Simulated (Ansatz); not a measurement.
ZnInGaO4 (InGaZnO4 type, space group R3m)

```yaml
crystal:
  lattice:
    - [1.67802, 0.96880, 8.70383]
    - [-1.67802, 0.96880, 8.70383]
    - [0.00000, -1.93761, 8.70383]
  atoms:
    - { symbol: In, position: [0.99692, 0.99692, 0.99692] }
    - { symbol: Ga, position: [0.21295, 0.21295, 0.21295] }
    - { symbol: Zn, position: [0.78120, 0.78120, 0.78120] }
    - { symbol: O, position: [0.13648, 0.13648, 0.13648] }
    - { symbol: O, position: [0.87896, 0.87896, 0.87896] }
    - { symbol: O, position: [0.28877, 0.28877, 0.28877] }
    - { symbol: O, position: [0.70473, 0.70473, 0.70473] }
```

The slice is a (1 -1 0 2) plane (indices of the conventional cell) through the point (0.997, 0.997, 0.997) (fractional), spanned by u = [1 0 -1] and v = [010] in vectors of this cell: u (3.36 Å) and v (8.92 Å, at 90° to u). It covers one period; positions are fractions (u, v).

Computed with PBE (plane waves to 420 eV, PAW, scalar-relativistic; Ansatz, a program for electronic structure). k mesh 11×11×11. Inside the PAW spheres the values are not all-electron values, and peaks at nuclei hang on which shells count as valence. ZnInGaO4 was relaxed with its symmetry unable to fall.

Question: Sketch the electrostatic potential energy of an electron, from the cell's mean on this plane as a map.

Answer: 
```
|xxx026620xx|
|xx00577500x|
|00047887400|
|23578998753|
|77899999987|
|99999999999|
|88988888898|
|56787777876|
|xx57766775x|
|xx46766764x|
|23567777653|
|55677887765|
|77888888887|
|88899999988|
|77899999987|
|45799999975|
|x4789999874|
|55788888875|
|77888888887|
|88998888998|
|99999999999|
|99999999999|
|77899999987|
|23579999753|
|00047887400|
|xx00577500x|
|xxx026620xx|
|xxx016610xx|
```
Scale: ten equal steps from 0.00 (start of '0') to 8.74 (end of '9'), in the order '0123456789'. Values: electrostatic potential energy of an electron, from the cell's mean, in eV. The map has 11 points along u (one character each, u = 0 at the left) and 28 along v (v = 0 in the bottom row). Points within 0.8 Å of a nucleus are blanked (x), as the pseudised field means little there. Values under 0 eV are set to 0. The zero, the cell's mean, hangs on the PAW cores.
